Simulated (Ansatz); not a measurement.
Input:

BaTiO3:
```xyz
5
Lattice="3.9263 0.0000 0.0000 0.0000 3.9263 0.0000 0.0000 0.0000 3.9744" Properties=species:S:1:pos:R:3 pbc="T T T"
Ti     1.9632     1.9632     1.7531
Ba     0.0000     0.0000     3.6912
O      1.9632     1.9632     3.6069
O      1.9632     0.0000     1.6467
O      0.0000     1.9632     1.6467
```

This is the LDA-relaxed structure.

All from plane-wave PAW LDA (Ansatz code), unless another level is named. Estimate the bulk modulus (Birch–Murnaghan fit).

149 GPa.

And the highest zone-centre frequency (without LO–TO term)?

509 cm^-1.

Space group P4mm. The LDA relaxation kept the symmetry of its start. At this level the phase is dynamically unstable (imaginary phonons). The run is not spin-polarised. Spin–orbit coupling is left out wherever it is not named.

Potentials: the later of the program's two PAW sets.
